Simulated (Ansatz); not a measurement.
Ir, DFT, PBEsol, all-electron PAW with datasets made for the crystal, scalar-relativistic (Ansatz 0.2.0), run on 1 thread of Intel(R) Xeon(R) Platinum 8488C (Sapphire Rapids) on a shared host.

The cell comes from COD entry 9008470, which wasn't checked; take it as a given geometry.

Command: `ansatz run input.yaml --threads 1 --pin off --max-ram 3072MiB --backend cpu --events-out ev --progress --plain --runs-dir out`

```yaml
crystal:
  lattice:
    - [0.0, 1.9197, 1.9197]
    - [1.9197, 0.0, 1.9197]
    - [1.9197, 1.9197, 0.0]
  atoms:
    - { symbol: Ir, position: [0.0, 0.0, 0.0] }
kpoints:
  mp_grid: { grid: [15, 15, 15] }
  band_path:
    path:
      - [0.0, 0.0, 0.0]
      - [0.5, 0.0, 0.5]
      - [0.625, 0.25, 0.625]
      - [0.375, 0.375, 0.75]
      - [0.0, 0.0, 0.0]
      - [0.5, 0.5, 0.5]
      - [0.5, 0.25, 0.75]
      - [0.5, 0.0, 0.5]
    npoints: 8
scf:
  occupations: { method: fermi_dirac, width: 0.05 }
hamiltonian:
  xc: pbesol
  pseudopotentials: { kind: all_electron, datasets: crystal }
output:
  forces: true
  stress: true
  eigenvalues: true
  efg: { contact_densities: true }
```

Question: How large is the problem that the program sets up?

Answer: 120 irreducible k-points, 169 plane waves at Γ, 13 bands.

Question: Estimate the wall time and the peak memory.

Answer: 9.4 s of wall time for 7 SCF iterations, with a peak of 0.44 GiB. Times on shared machines scatter by tens of per cent.

Question: And the same cell and mesh by full-potential LAPW, asked for forces, stress, eigenvalues, populations, dos and the same band path, on the same hardware?

Answer: 15 s, peak memory 0.41 GiB.

Question: And the same cell and mesh by PAW (frozen-core files), asked for forces, stress, eigenvalues, efg, populations, bader, dos, write_density, write_potential, elf and the same band path, on the same hardware?

Answer: 6.3 s, peak memory 0.4 GiB.
